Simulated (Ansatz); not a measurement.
## NaTe2: relaxed-ion elastic tensor

The calculation used DFT PBE, scalar-relativistic, plane waves, PAW in Ansatz. Cutoff 420 eV, 10×10×10 k-points (Γ-centred), Fermi-Dirac smearing of 0.15 eV. No spin polarisation.

Equilibrium structure at this level:
```
CELL_PARAMETERS angstrom
4.50398 0.00000 0.00000
0.00000 4.50398 0.00000
0.00000 0.00000 4.98317
ATOMIC_POSITIONS crystal
Na 0.50000 0.50000 0.00000
Te 0.50000 0.00000 0.50000
Te 0.00000 0.50000 0.50000
```

The cell was found from a structure generator's guess, not taken from experiment. In a metal, frequencies and elastic constants depend on the k mesh and the smearing, soft modes and shear constants most. Spin–orbit coupling is left out, which matters for heavy elements.

(1) Give the relaxed-ion elastic constants (GPa, Voigt order xx yy zz yz xz xy, on the Cartesian axes of the cell above).

(2) Is the crystal stable against homogeneous strain?

Answers

(1)
C11 = 60.7, C12 = 48.3, C13 = 6.1, C22 = 60.7, C23 = 6.1, C33 = 34.5, C44 = 4.1, C55 = 4.1, C66 = 13.3 GPa; the others vanish.

(2) Too close to call: the least eigenvalue is 4.1 GPa, within what the k mesh leaves open in a metal.
